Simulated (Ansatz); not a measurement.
A 6-atom cell of HfSnO4 built on tetragonal HfO2 (relaxed group P-4m2): a relaxation of cell and atoms in Ansatz 0.2.0 (PBE). The start is a rough guess from atomic radii.

```yaml
crystal:
  lattice:
    - [3.38335293, 0.0, 0.0]
    - [0.0, 3.38335293, 0.0]
    - [0.0, 0.0, 4.91796984]
  atoms:
    - { symbol: Hf, position: [0.5, 0.5, 0.5] }
    - { symbol: Sn, position: [0.0, 0.0, 0.0] }
    - { symbol: O, position: [0.5, 0.0, 0.69720788] }
    - { symbol: O, position: [0.0, 0.5, 0.80279212] }
    - { symbol: O, position: [0.0, 0.5, 0.30279212] }
    - { symbol: O, position: [0.5, 0.0, 0.19720788] }
kpoints:
  mp_grid: { grid: [8, 8, 6] }
hamiltonian:
  xc: pbe
scf:
  occupations: { method: fermi_dirac, width: 0.02 }
relax:
  f_tol: 0.005
  cell: {}
output:
  write_density: true
  write_potential: true
  elf: true
  volumetric_format: npy
```

The trajectory has 14 recorded frames, each with positions in Å and forces in eV/Å. The last, and any step after a large change of cell, is solved on a basis re-selected at its cell; pressure is positive in compression.

Step 1: energy 0.0 meV/atom from step 1, largest force component 0.795 eV/Å, pressure +65.85 GPa
```xyz
6
Lattice="3.3834 0.0000 0.0000 0.0000 3.3834 0.0000 0.0000 0.0000 4.9180" Properties=species:S:1:pos:R:3:forces:R:3 pbc="T T T"
Hf    1.6917    1.6917    2.4590    0.0000    0.0000    0.0000
Sn    0.0000    0.0000    0.0000    0.0000    0.0000    0.0000
O     1.6917    0.0000    3.4288    0.0000    0.0000    0.7954
O     0.0000    1.6917    3.9481    0.0000    0.0000   -0.6013
O     0.0000    1.6917    1.4891    0.0000    0.0000   -0.7954
O     1.6917    0.0000    0.9699    0.0000    0.0000    0.6013
```

Step 2: energy -301.2 meV/atom from step 1, largest force component 0.263 eV/Å, pressure +16.14 GPa
```xyz
6
Lattice="3.5244 0.0000 0.0000 0.0000 3.5244 0.0000 0.0000 0.0000 5.1576" Properties=species:S:1:pos:R:3:forces:R:3 pbc="T T T"
Hf    1.7622    1.7622    2.5788    0.0000    0.0000    0.0000
Sn    0.0000    0.0000    0.0000    0.0000    0.0000    0.0000
O     1.7622    0.0000    3.5866    0.0000    0.0000   -0.1982
O     0.0000    1.7622    4.1551    0.0000    0.0000   -0.2629
O     0.0000    1.7622    1.5710    0.0000    0.0000    0.1982
O     1.7622    0.0000    1.0025    0.0000    0.0000    0.2629
```

Step 3: energy -331.6 meV/atom from step 1, largest force component 0.206 eV/Å, pressure +3.32 GPa
```xyz
6
Lattice="3.5691 0.0000 0.0000 0.0000 3.5691 0.0000 0.0000 0.0000 5.2791" Properties=species:S:1:pos:R:3:forces:R:3 pbc="T T T"
Hf    1.7846    1.7846    2.6396    0.0000    0.0000    0.0000
Sn    0.0000    0.0000    0.0000    0.0000    0.0000    0.0000
O     1.7846    0.0000    3.6464    0.0000    0.0000   -0.2062
O     0.0000    1.7846    4.2532    0.0000    0.0000    0.1067
O     0.0000    1.7846    1.6328    0.0000    0.0000    0.2062
O     1.7846    0.0000    1.0260    0.0000    0.0000   -0.1067
```

Step 4: energy -333.7 meV/atom from step 1, largest force component 0.111 eV/Å, pressure -0.28 GPa
```xyz
6
Lattice="3.5944 0.0000 0.0000 0.0000 3.5944 0.0000 0.0000 0.0000 5.2944" Properties=species:S:1:pos:R:3:forces:R:3 pbc="T T T"
Hf    1.7972    1.7972    2.6472    0.0000    0.0000    0.0000
Sn    0.0000    0.0000    0.0000    0.0000    0.0000    0.0000
O     1.7972    0.0000    3.6366    0.0000    0.0000   -0.1113
O     0.0000    1.7972    4.2776    0.0000    0.0000    0.1072
O     0.0000    1.7972    1.6578    0.0000    0.0000    0.1113
O     1.7972    0.0000    1.0168    0.0000    0.0000   -0.1072
```

Step 5: energy -333.5 meV/atom from step 1, largest force component 0.180 eV/Å, pressure +1.20 GPa
```xyz
6
Lattice="3.5812 0.0000 0.0000 0.0000 3.5812 0.0000 0.0000 0.0000 5.3609" Properties=species:S:1:pos:R:3:forces:R:3 pbc="T T T"
Hf    1.7906    1.7906    2.6805    0.0000    0.0000    0.0000
Sn    0.0000    0.0000    0.0000    0.0000    0.0000    0.0000
O     1.7906    0.0000    3.6359    0.0000    0.0000    0.1586
O     0.0000    1.7906    4.3790    0.0000    0.0000   -0.1801
O     0.0000    1.7906    1.7251    0.0000    0.0000   -0.1586
O     1.7906    0.0000    0.9819    0.0000    0.0000    0.1801
```

Step 6: energy -334.8 meV/atom from step 1, largest force component 0.031 eV/Å, pressure -0.34 GPa
```xyz
6
Lattice="3.5847 0.0000 0.0000 0.0000 3.5847 0.0000 0.0000 0.0000 5.3531" Properties=species:S:1:pos:R:3:forces:R:3 pbc="T T T"
Hf    1.7923    1.7923    2.6766    0.0000    0.0000    0.0000
Sn    0.0000    0.0000    0.0000    0.0000    0.0000    0.0000
O     1.7923    0.0000    3.6550    0.0000    0.0000   -0.0287
O     0.0000    1.7923    4.3458    0.0000    0.0000    0.0315
O     0.0000    1.7923    1.6981    0.0000    0.0000    0.0287
O     1.7923    0.0000    1.0073    0.0000    0.0000   -0.0315
```

Step 7: energy -334.9 meV/atom from step 1, largest force component 0.001 eV/Å, pressure +0.01 GPa
```xyz
6
Lattice="3.5856 0.0000 0.0000 0.0000 3.5856 0.0000 0.0000 0.0000 5.3444" Properties=species:S:1:pos:R:3:forces:R:3 pbc="T T T"
Hf    1.7928    1.7928    2.6722    0.0000    0.0000    0.0000
Sn    0.0000    0.0000    0.0000    0.0000    0.0000    0.0000
O     1.7928    0.0000    3.6469    0.0000    0.0000    0.0013
O     0.0000    1.7928    4.3413    0.0000    0.0000    0.0003
O     0.0000    1.7928    1.6975    0.0000    0.0000   -0.0013
O     1.7928    0.0000    1.0031    0.0000    0.0000   -0.0003
```

Step 8: energy -366.9 meV/atom from step 1, largest force component 0.027 eV/Å, pressure +3.56 GPa
```xyz
6
Lattice="3.5856 0.0000 0.0000 0.0000 3.5856 0.0000 0.0000 0.0000 5.3444" Properties=species:S:1:pos:R:3:forces:R:3 pbc="T T T"
Hf    1.7928    1.7928    2.6722    0.0000    0.0000    0.0000
Sn    0.0000    0.0000    0.0000    0.0000    0.0000    0.0000
O     1.7928    0.0000    3.6469    0.0000    0.0000    0.0273
O     0.0000    1.7928    4.3413    0.0000    0.0000   -0.0022
O     0.0000    1.7928    1.6975    0.0000    0.0000   -0.0273
O     1.7928    0.0000    1.0031    0.0000    0.0000    0.0022
```

Step 9: energy -368.6 meV/atom from step 1, largest force component 0.042 eV/Å, pressure +0.34 GPa
```xyz
6
Lattice="3.5997 0.0000 0.0000 0.0000 3.5997 0.0000 0.0000 0.0000 5.4053" Properties=species:S:1:pos:R:3:forces:R:3 pbc="T T T"
Hf    1.7999    1.7999    2.7026    0.0000    0.0000    0.0000
Sn    0.0000    0.0000    0.0000    0.0000    0.0000    0.0000
O     1.7999    0.0000    3.6740    0.0000    0.0000   -0.0421
O     0.0000    1.7999    4.4064    0.0000    0.0000   -0.0370
O     0.0000    1.7999    1.7313    0.0000    0.0000    0.0421
O     1.7999    0.0000    0.9989    0.0000    0.0000    0.0370
```

Step 10: energy -368.5 meV/atom from step 1, largest force component 0.054 eV/Å, pressure +0.22 GPa
```xyz
6
Lattice="3.5994 0.0000 0.0000 0.0000 3.5994 0.0000 0.0000 0.0000 5.4175" Properties=species:S:1:pos:R:3:forces:R:3 pbc="T T T"
Hf    1.7997    1.7997    2.7088    0.0000    0.0000    0.0000
Sn    0.0000    0.0000    0.0000    0.0000    0.0000    0.0000
O     1.7997    0.0000    3.6748    0.0000    0.0000    0.0515
O     0.0000    1.7997    4.4137    0.0000    0.0000    0.0543
O     0.0000    1.7997    1.7427    0.0000    0.0000   -0.0515
O     1.7997    0.0000    1.0038    0.0000    0.0000   -0.0543
```

Step 11: energy -368.5 meV/atom from step 1, largest force component 0.001 eV/Å, pressure +0.02 GPa
```xyz
6
Lattice="3.5999 0.0000 0.0000 0.0000 3.5999 0.0000 0.0000 0.0000 5.4222" Properties=species:S:1:pos:R:3:forces:R:3 pbc="T T T"
Hf    1.7999    1.7999    2.7111    0.0000    0.0000    0.0000
Sn    0.0000    0.0000    0.0000    0.0000    0.0000    0.0000
O     1.7999    0.0000    3.6791    0.0000    0.0000    0.0010
O     0.0000    1.7999    4.4218    0.0000    0.0000   -0.0007
O     0.0000    1.7999    1.7432    0.0000    0.0000   -0.0010
O     1.7999    0.0000    1.0004    0.0000    0.0000    0.0007
```

Step 12: energy -369.9 meV/atom from step 1, largest force component 0.002 eV/Å, pressure +0.05 GPa
```xyz
6
Lattice="3.5999 0.0000 0.0000 0.0000 3.5999 0.0000 0.0000 0.0000 5.4222" Properties=species:S:1:pos:R:3:forces:R:3 pbc="T T T"
Hf    1.7999    1.7999    2.7111    0.0000    0.0000    0.0000
Sn    0.0000    0.0000    0.0000    0.0000    0.0000    0.0000
O     1.7999    0.0000    3.6791    0.0000    0.0000    0.0018
O     0.0000    1.7999    4.4218    0.0000    0.0000   -0.0003
O     0.0000    1.7999    1.7432    0.0000    0.0000   -0.0018
O     1.7999    0.0000    1.0004    0.0000    0.0000    0.0003
```

Step 13: energy -369.9 meV/atom from step 1, largest force component 0.000 eV/Å, pressure 0.00 GPa
```xyz
6
Lattice="3.5997 0.0000 0.0000 0.0000 3.5997 0.0000 0.0000 0.0000 5.4248" Properties=species:S:1:pos:R:3:forces:R:3 pbc="T T T"
Hf    1.7999    1.7999    2.7124    0.0000    0.0000    0.0000
Sn    0.0000    0.0000    0.0000    0.0000    0.0000    0.0000
O     1.7999    0.0000    3.6804    0.0000    0.0000    0.0000
O     0.0000    1.7999    4.4244    0.0000    0.0000   -0.0001
O     0.0000    1.7999    1.7444    0.0000    0.0000    0.0000
O     1.7999    0.0000    1.0005    0.0000    0.0000    0.0001
```

Step 14: energy -369.9 meV/atom from step 1, largest force component 0.000 eV/Å, pressure 0.00 GPa
```xyz
6
Lattice="3.5997 0.0000 0.0000 0.0000 3.5997 0.0000 0.0000 0.0000 5.4248" Properties=species:S:1:pos:R:3:forces:R:3 pbc="T T T"
Hf    1.7999    1.7999    2.7124    0.0000    0.0000    0.0000
Sn    0.0000    0.0000    0.0000    0.0000    0.0000    0.0000
O     1.7999    0.0000    3.6804    0.0000    0.0000    0.0000
O     0.0000    1.7999    4.4244    0.0000    0.0000   -0.0001
O     0.0000    1.7999    1.7444    0.0000    0.0000    0.0000
O     1.7999    0.0000    1.0005    0.0000    0.0000    0.0001
```

In 11 steps the volume changed by +24.9 %; between the first SCF and the last, each on a basis chosen for its cell, the energy fell by 370 meV an atom. Final cell: space group P-4m2 (No. 115), tetragonal; a = 3.600 Å, c = 5.425 Å in the conventional setting, 11.72 Å³ an atom. Hf has 8 O at 2.04–2.48 Å; Sn has 8 O at 2.06–2.51 Å; O has 2 Hf at 2.04 Å and 2 Sn at 2.51 Å; O has 2 Sn at 2.06 Å and 2 Hf at 2.48 Å.

Command: `ansatz run input.yaml --threads 2 --pin off --max-ram 29491MiB --backend cpu --events-out ev --progress --plain --runs-dir out`. It took 74 s on 2 threads of AMD EPYC 7R13 Processor (Zen 3), with other jobs on the host; peak host memory 0.58 GiB.

No spin polarisation and no zero-point or thermal motion; the cell was built from a prototype and may be hypothetical.
